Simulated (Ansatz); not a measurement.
GaP (zinc blende)

```xyz
4
Lattice="0.0000 5.5064 5.5064 2.7532 0.0000 2.7532 2.7532 2.7532 0.0000" Properties=species:S:1:pos:R:3 pbc="T T T"
P      4.1298     4.1298     4.1298
P      4.1298     6.8831     6.8831
Ga     0.0000     0.0000     0.0000
Ga     2.7532     5.5064     2.7532
```

The atoms are displaced by Q × the pattern below (from a DFPT mode at L = (0.5, 0.0, 0.0), largest move 1; Q in Å), at fixed cell. (q is in reciprocal vectors of the primitive cell; the cell shown is doubled to hold the pattern.)

```json
[
 {"atom": "P1", "x": "-0.098", "y": "0.098", "z": "0.098"},
 {"atom": "P2", "x": "0.098", "y": "-0.098", "z": "-0.098"},
 {"atom": "Ga3", "x": "-0.577", "y": "0.577", "z": "0.577"},
 {"atom": "Ga4", "x": "0.577", "y": "-0.577", "z": "-0.577"}
]
```

These are PBE (plane waves to 420 eV, PAW, scalar-relativistic; Ansatz, an electronic-structure program) values and carry that method's errors. k mesh 5×10×10 (Γ-centred), Fermi-Dirac smearing 0.05 eV. Energies are smeared free energies. As the smearing reaches across the gap at some points, energies and forces of such displacements shift with the k mesh and the smearing. GaP was relaxed with its symmetry unable to fall. The PAW data are Ansatz's earlier set. The zero of ΔE is the undisplaced structure.

```
Q (Å)   ΔE (meV/cell)
------  -------------
-0.280           1018
-0.187            455
-0.093            114
0.000               0
0.093             114
0.187             455
0.280            1018
```

Question: Which DFPT wavenumber at L = (0.5, 0.0, 0.0) belongs to this mode?
(A) 342 cm⁻¹
(B) 80 cm⁻¹
(C) 224 cm⁻¹

Answer: C, 224 cm⁻¹. The curvature of the scan gives 224 cm⁻¹

(A displaced cell: forces are minus the slopes of the energy, force constants its curvatures, and phonons follow from these.)
